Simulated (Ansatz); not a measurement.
Mg:
```xyz
8
Lattice="5.6903 0.0000 0.0000 0.0000 5.6903 0.0000 0.0000 0.0000 5.6903" Properties=species:S:1:pos:R:3 pbc="T T T"
Mg     0.0000     0.0000     0.0000
Mg     2.8452     2.8452     2.8452
Mg     1.4226     0.0000     2.8452
Mg     4.2677     0.0000     2.8452
Mg     2.8452     1.4226     0.0000
Mg     2.8452     4.2677     0.0000
Mg     0.0000     2.8452     1.4226
Mg     0.0000     2.8452     4.2677
```

Relaxed with PBEsol (plane waves, PAW; program Ansatz). Indices refer to the conventional cell of Pm-3n, a = b = c = 5.690 Å, α = β = γ = 90.00°.

Q: Simulate the powder diffraction pattern (Cu Kα1, λ = 1.54056 Å; lines above 1 %) up to 2θ = 90°.

A: Simulated powder pattern, Cu Kα1, λ = 1.54056 Å (kinematic, ideal powder, no thermal factors, no anomalous dispersion; the 30 strongest lines at most, above 1 %, up to 2θ = 90°):

```
2θ (°)  d (Å)  I/Imax (%)    hkl
------  -----  ----------  -----
31.42   2.845          34  (200)
35.24   2.545         100  (210)
38.73   2.323          77  (211)
55.93   1.643         8.4  (222)
58.43   1.578          22  (320)
60.86   1.521          38  (321)
65.57   1.423          15  (400)
74.51   1.272         9.8  (420)
76.68   1.242          18  (421)
78.83   1.213         8.3  (332)
```

The start of the workflow was typed in or built on a structure type; neither database checked (COD, Materials Project) lists it. It is not the phase usual at ambient conditions (space group No. 194). Symmetry was held in the PBEsol relaxation; its stability against distortions is not shown here.

Potentials: the later of the program's two PAW sets.
